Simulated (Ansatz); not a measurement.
KCaF3 (cubic perovskite, Pm-3m), a = b = c = 4.4160 Å, α = β = γ = 90.00°.

Relaxed with r²SCAN.

Problem. Give the optical modes at the zone centre with their infrared and Raman activity from DFPT, the program Ansatz at the r²SCAN level (PAW).

Solution. Transverse frequencies, without the LO–TO term; a row sums one degenerate level.

```csv
ω (cm⁻¹),degeneracy,IR ((D/Å)²/amu),Raman (Å⁴/amu),activity,symmetry
38i,3,7.43,0,IR,T1u
60,3,0.00,0,silent,T2u
183,3,3.46,0,IR,T1u
441,3,16.55,0,IR,T1u
```

Problem. How high does the top mode go among those that the LO–TO term moves?

Solution. 527 cm⁻¹ for q along x.

The workflow started from a Materials Project entry (that database holds measured and hypothetical structures alike); the Crystallography Open Database copy checked does not list it. Its standing as an ambient phase is unchecked. Symmetry was held in the r²SCAN relaxation; of distortions, only those at the zone centre were tested, and some modes there are weakly imaginary.

Potentials: the later of the program's two PAW sets.
